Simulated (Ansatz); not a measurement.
Level of theory: DFT PBE, scalar-relativistic, plane waves, PAW in Ansatz. Settings: cutoff 420 eV, Γ-centred meshes spaced at most about 0.3 Å⁻¹, and about 0.25 Å⁻¹ or finer for metals (2π included), Gaussian smearing. Collinear spin in cells that started with moments and kept them past the coarse steps, no spin elsewhere.

These are static total energies at zero pressure. All come from trial cells, and lower structures may exist.

Task: Which of these relaxed structures of Te3MoPt is the lowest in energy?
A.

Space group R-3m:H (No. 166). a = 6.377 Å, b = 6.377 Å, c = 11.653 Å, α = 90.00°, β = 90.00°, γ = 120.00°
```
atom  site  symmetry       x       y       z
  Te    9e      .2/m  0.1667  0.3333  0.3333
  Mo    3b       -3m  0.3333  0.6667  0.1667
  Pt    3a       -3m  0.0000  0.0000  0.0000
```

B.

Space group P4mm (No. 99). a = 4.134 Å, b = 4.134 Å, c = 8.291 Å, α = 90.00°, β = 90.00°, γ = 90.00°
| atom | site | symmetry | x | y | z |
| --- | --- | --- | --- | --- | --- |
| Te | 1b | 4mm | 0.5000 | 0.5000 | 0.0723 |
| Te | 2c | 2mm. | 0.0000 | 0.5000 | 0.5503 |
| Mo | 1b | 4mm | 0.5000 | 0.5000 | 0.7648 |
| Pt | 1a | 4mm | 0.0000 | 0.0000 | 0.9043 |

C.

Space group Pm-3m (No. 221). a = 5.300 Å, b = 5.300 Å, c = 5.300 Å, α = 90.00°, β = 90.00°, γ = 90.00°
| atom | site | symmetry | x | y | z |
| --- | --- | --- | --- | --- | --- |
| Te | 3c | 4/mm.m | 0.5000 | 0.0000 | 0.5000 |
| Mo | 1a | m-3m | 0.0000 | 0.0000 | 0.0000 |
| Pt | 1b | m-3m | 0.5000 | 0.5000 | 0.5000 |

D.

Space group Pm-3m (No. 221). a = 5.203 Å, b = 5.203 Å, c = 5.203 Å, α = 90.00°, β = 90.00°, γ = 90.00°
```tsv
atom	site	symmetry	x	y	z
Te	3c	4/mm.m	0.0000	0.5000	0.5000
Mo	1b	m-3m	0.5000	0.5000	0.5000
Pt	1a	m-3m	0.0000	0.0000	0.0000
```

Result: B. It has space group P4mm (No. 99); the next, A, with space group R-3m (No. 166), lies 0.40 eV/atom higher. Largest moments: B no spin, A 0.0 μB, D no spin, C 3.9 μB. Counting Te atoms around Mo and Pt (those within 1.25 times the shortest such distance or 1.15 times the sum of covalent radii; a plus sign parts nearer from farther groups; the shortest distance is added where it is long for a bond), the lowest has Mo 5, Pt 4+4 from 3.2 Å and the next has Mo 6, Pt 6. The lowest holds Te–Te nets (shortest 2.92 Å); in the next the shortest Te–Te distance is 3.19 Å, near bonding range too. Even the lowest lies +0.39 eV/atom against the elements.

Weakly bound directions are ill-defined at this level, which has no dispersion term (P4mm), and this can change margins and order among such cells. Spin–orbit coupling, which can matter for Pt and Te, is left out. Another magnetic order may lie lower. Cells relaxed within their symmetry can be saddle points. Some types were kept out of the candidates beforehand, so the set may lack a known form.
